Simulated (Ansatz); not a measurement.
CuCl (zinc blende, F-43m), PBEsol (plane waves, PAW; program Ansatz). The conduction-band minimum lies at Γ, with 1 equivalent valley. Second derivatives d²E/dk² of the lowest band at one valley (eV·Å²), along Cartesian directions:

| direction | d²E/dk² |
|---|---|
| [100] | 37.80 |
| [010] | 37.80 |
| [001] | 37.80 |
| [110] | 37.80 |
| [101] | 37.80 |
| [011] | 37.80 |

Find the principal effective masses, the density-of-states mass and the conductivity mass.

Off-diagonal terms follow from H_xy = H[110] − (H_xx + H_yy)/2, and m*/mₑ = 7.620 eV·Å² over each eigenvalue: 0.20, 0.20, 0.20. One valley's DOS mass (m₁m₂m₃)^(1/3) = 0.20, conductivity mass 3/(Σ 1/mᵢ) = 0.20 mₑ.

What effective density of states Nc follows at 300 K for parabolic valleys?

Nc = 2.509e19 × 1 × (0.20)^(3/2) ≈ 2.2e18 cm⁻³.

Symmetry was held in the PBEsol relaxation. No spin polarisation was allowed.

Potentials: the later of the program's two PAW sets.

Edges and masses are those of Kohn–Sham bands, whose gap is no quasiparticle gap.
